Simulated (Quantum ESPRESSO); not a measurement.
## Si6AlP (a curve over strain)

Computed values, not a measurement. The program is pw.x of Quantum ESPRESSO 7.5 (plane-wave density functional theory). The cell is made up: 8 atoms on a zincblende/diamond lattice, with randomly drawn elements, strain and displacements, not relaxed. PseudoDojo standard norm-conserving files (v0.5 for PBE, v0.4.1 for LDA and PBEsol) set the functional; there is no spin polarisation, spin-orbit coupling or dispersion term, and the masses in the input are unused placeholders.

Seven runs add a strain to one cell (shear xy, as the tensor component); the atoms follow the cell and are not relaxed. Stress in the table is positive in tension.

Input of the run at -0.0010:

```
&control calculation='scf', pseudo_dir='./dojo.nc.sr.pbe.v0_5.standard.upf', outdir='./o', disk_io='medium', tprnfor=.true., tstress=.true. /
&system ibrav=0, nat=8, ntyp=3, nbnd=26, ecutwfc=44.02568797, nosym=.true., tot_charge=0,
 occupations='smearing', smearing='fd', degauss=0.0073498644
/
&electrons conv_thr=7.350e-09, electron_maxstep=60, /
ATOMIC_SPECIES
Al 1.0 Al.upf
P 1.0 P.upf
Si 1.0 Si.upf
CELL_PARAMETERS angstrom
5.6247 -0.0056 0.0
-0.0056 5.6247 0.0
0.0 0.0 5.6247
ATOMIC_POSITIONS angstrom
Si -0.0409 0.0095 -0.0123
Si -0.0016 2.7821 2.7703
Al 2.7732 -0.0653 2.8206
Si 2.8244 2.782 -0.0501
Si 1.4434 1.4015 1.368
Si 1.3968 4.2411 4.1805
P 4.1848 1.4191 4.2484
Si 4.2021 4.1887 1.3627
K_POINTS automatic
6 6 6 1 1 1
```

| added strain | free energy less that of the input shown (eV) | stress xx (GPa) | stress yy (GPa) | stress zz (GPa) | stress xy (GPa) | pressure (GPa) | iterations |
| --- | --- | --- | --- | --- | --- | --- | --- |
| -0.0151 | 0.0382 | 4.73 | 4.59 | 4.52 | -2.29 | -4.62 | 10 |
| -0.0067 | 0.0080 | 4.82 | 4.68 | 4.56 | -1.06 | -4.69 | 10 |
| -0.0010 | 0.0000 | 4.84 | 4.70 | 4.56 | -0.23 | -4.70 | 10 |
| +0.0028 | 0.0004 | 4.85 | 4.71 | 4.56 | 0.33 | -4.70 | 10 |
| +0.0120 | 0.0200 | 4.80 | 4.66 | 4.51 | 1.67 | -4.66 | 10 |
| +0.0166 | 0.0400 | 4.76 | 4.61 | 4.47 | 2.35 | -4.61 | 10 |
| +0.0201 | 0.0596 | 4.71 | 4.56 | 4.43 | 2.86 | -4.57 | 10 |

A cubic fit gives a slope of stress xy against the added strain of 146 GPa at zero added strain, with the atoms clamped. Across the table the free energy follows the integral of the stress to within 0.3 meV. A rerun of one of the cells at 838 eV and a 8 x 8 x 8 mesh moved values by no more than 0.002 eV in energy, 0.02 GPa in stress and 0.002 eV/Å in force.